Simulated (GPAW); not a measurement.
# Moving the functional in Ta4NiO11

```
Ta Ni O
1.0
     1.95495  -14.82973    0.00000
     1.95495   14.82973    0.00000
     0.00000    0.00000    3.88590
Ta Ni O
4 1 11
Direct
  0.20437 0.79563 0.00000
  0.92451 0.07549 0.00000
  0.07549 0.92451 0.00000
  0.79563 0.20437 0.00000
  0.50000 0.50000 0.00000
  0.13987 0.86013 0.00000
  0.72107 0.27893 0.00000
  0.43645 0.56355 0.00000
  0.56355 0.43645 0.00000
  0.00000 0.00000 0.00000
  0.86013 0.13987 0.00000
  0.27893 0.72107 0.00000
  0.92790 0.07210 0.50000
  0.07210 0.92790 0.50000
  0.79436 0.20564 0.50000
  0.20564 0.79436 0.50000
```

The cell comes from a database or a generator and needn't be the stable form of this composition.

Kept alike: task band structure; k mesh 5 × 5 × 5; occupations fermi-dirac, width 0.05 eV; collinear spin, ferromagnetic start. Program: GPAW, potentials by row: the program's PAW data sets (release 1.2.1) made for this functional (LDA); GPAW PAW data sets (gpaw-data 1.2.1) (PBE, r2SCAN on files made for PBE); PAW data sets generated for this functional (PBEsol), cutoff 800 eV. The mesh is that of the run's cell of 16 atoms. No spin-orbit coupling.

| functional | pressure (GPa) | largest site moment (μB) |
| --- | --- | --- |
| LDA | -10.78 | 0.32 |
| PBE | 1.07 | 0.33 |
| PBEsol | -4.61 | 0.33 |
| r2SCAN | -4.61 | 0.37 |

Pressure is positive in compression; the values hold the error of the finite cutoff, so their zero can differ a little from the energy's minimum. For a metal such a mesh leaves the last digits unconverged. The runs hold the magnetic state that their start led to, which needn't be the lowest. Site moments count inside each atom's sphere or projector.

Task: What does the functional change here?

Result: The pressure runs from -10.78 (LDA) to 1.07 GPa (PBE). From PBE: LDA -11.85; PBEsol -5.68; r2SCAN -5.68. The largest site moment runs from 0.32 (LDA) to 0.37 μB (r2SCAN). From PBE: LDA -0.01; PBEsol +0.00; r2SCAN +0.04.
